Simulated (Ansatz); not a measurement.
Phonon dispersion of Ti2AlC

Method: DFT PBEsol, scalar-relativistic, plane waves, PAW in Ansatz 0.2.0. Cutoff 420 eV, 12×12×4 k-points (Γ-centred), Fermi-Dirac smearing of 0.15 eV. No spin polarisation. Phonons by linear response, acoustic sum rule imposed.

Relaxed structure:
```
Ti Al C
1.0
     3.03613    0.00000    0.00000
    -1.51806    2.62936    0.00000
     0.00000    0.00000   13.64881
Ti Al C
4 2 2
Direct
  0.33333 0.66667 0.08354
  0.66667 0.33333 0.58354
  0.66667 0.33333 0.91646
  0.33333 0.66667 0.41646
  0.33333 0.66667 0.75000
  0.66667 0.33333 0.25000
  0.00000 0.00000 0.00000
  0.00000 0.00000 0.50000
```

In a metal, frequencies and elastic constants depend on the k mesh and the smearing, soft modes and shear constants most. The q mesh is coarse, so values between its points are rough.

Force constants from linear response on a 3×3×1 q mesh.

Path: Γ–M–K–Γ–A–L–H–A | L–M | H–K. Distance along the path (Å⁻¹), then the branches (cm⁻¹, negative for imaginary):
```
0.000  0 0 0 97 97 149 149 149 177 177 252 272 272 272 272 316 362 394 606 611 659 659 660 660
0.299  80 84 121 126 128 150 150 181 187 192 262 272 274 275 284 322 360 389 605 608 658 658 659 659
0.597  134 139 154 158 186 191 205 216 226 240 269 279 282 290 305 333 355 376 601 601 659 660 662 663
0.896  155 161 178 209 215 236 245 254 255 275 280 280 285 308 320 335 354 368 591 593 662 662 676 676
1.195  161 164 206 216 224 261 261 268 270 276 280 288 291 306 324 326 358 373 585 588 664 664 683 684
1.367  165 166 210 217 227 258 259 270 273 275 281 293 295 308 324 324 358 370 584 586 665 666 683 684
1.540  172 174 220 220 237 256 256 267 276 282 282 301 311 312 322 323 356 365 580 582 670 670 684 685
1.712  181 182 225 225 248 256 256 261 281 284 290 309 310 320 324 326 355 357 577 578 676 676 683 684
1.885  185 185 225 228 253 257 257 257 283 283 300 300 317 317 329 329 353 355 575 576 680 680 681 681
2.229  163 180 213 218 236 249 250 253 270 276 281 307 311 312 318 336 353 354 582 584 671 671 679 680
2.575  132 162 167 178 197 206 215 228 239 255 268 285 289 300 306 335 354 369 597 598 662 662 665 665
2.919  92 96 124 133 137 154 161 182 194 196 266 271 276 276 287 323 359 388 605 608 658 658 659 659
3.264  0 0 0 97 97 149 149 149 177 177 252 272 272 272 272 316 362 394 606 611 659 659 660 660
3.322  16 16 25 94 94 145 151 151 176 176 255 272 272 272 272 313 364 394 606 610 659 659 660 660
3.379  32 32 50 86 86 133 156 156 174 174 263 272 272 272 272 306 369 391 606 610 659 659 659 659
3.437  47 47 74 75 75 116 161 161 171 171 272 272 272 272 274 296 376 387 607 609 659 659 659 659
3.494  62 62 62 62 96 96 166 166 166 166 272 272 272 272 285 285 382 382 608 608 659 659 659 659
3.793  100 100 100 100 147 147 171 171 181 181 271 271 275 275 298 298 378 378 607 607 658 658 659 659
4.092  142 142 146 146 197 197 208 208 228 228 280 280 281 281 318 318 367 367 601 601 660 660 662 662
4.391  158 158 188 188 236 236 240 240 266 266 283 283 295 295 328 328 362 362 592 592 662 662 676 676
4.689  163 163 208 208 241 241 264 264 278 278 285 285 297 297 324 324 366 366 586 586 664 664 684 684
4.862  166 166 212 212 242 242 264 264 277 277 288 288 301 301 324 324 365 365 585 585 666 666 684 684
5.034  173 173 220 220 245 245 263 263 277 277 293 293 312 312 323 323 361 361 581 581 670 670 684 684
5.207  181 181 225 225 251 251 259 259 280 280 299 299 318 318 325 325 356 356 577 577 676 676 683 683
5.379  185 185 226 226 255 255 258 258 281 281 302 302 317 317 328 328 354 354 575 575 681 681 681 681
5.724  171 171 215 215 243 243 255 255 269 269 294 294 311 311 330 330 354 354 583 583 671 671 679 679
6.069  144 144 174 174 203 203 226 226 240 240 285 285 287 287 322 322 363 363 598 598 662 662 665 665
6.414  104 104 112 112 159 159 174 174 186 186 272 272 276 276 301 301 376 376 606 606 658 658 659 659
6.759  62 62 62 62 96 96 166 166 166 166 272 272 272 272 285 285 382 382 608 608 659 659 659 659
6.787  162 163 208 209 238 244 263 264 278 279 283 286 295 298 324 324 365 368 586 587 664 664 684 684
6.845  162 164 207 211 233 250 262 266 277 279 280 288 292 302 324 324 362 370 586 587 664 664 684 684
6.903  161 164 206 214 228 255 261 267 275 276 280 289 290 304 324 325 360 372 585 588 664 664 683 684
6.960  161 164 206 216 224 260 261 268 271 276 280 288 290 306 324 326 358 372 585 588 664 664 683 684
6.989  185 185 226 226 255 255 258 258 281 281 302 302 317 317 328 328 354 354 575 575 681 681 681 681
7.046  185 185 226 227 254 256 258 258 282 282 302 302 317 317 328 328 354 354 575 575 681 681 681 681
7.104  185 185 226 227 254 256 258 258 282 282 301 301 317 317 329 329 354 354 575 575 681 681 681 681
7.162  185 185 225 228 253 257 257 257 283 283 301 301 317 317 329 329 353 355 575 576 680 680 681 681
7.219  185 185 225 228 253 257 257 257 283 283 300 300 317 317 329 329 353 355 575 576 680 680 681 681
```

Whether Ti2AlC exists in this form wasn't checked.

Cost: 1 run of about 18 core-minutes, on Intel Xeon 6975P-C (Granite Rapids) (shared hosts).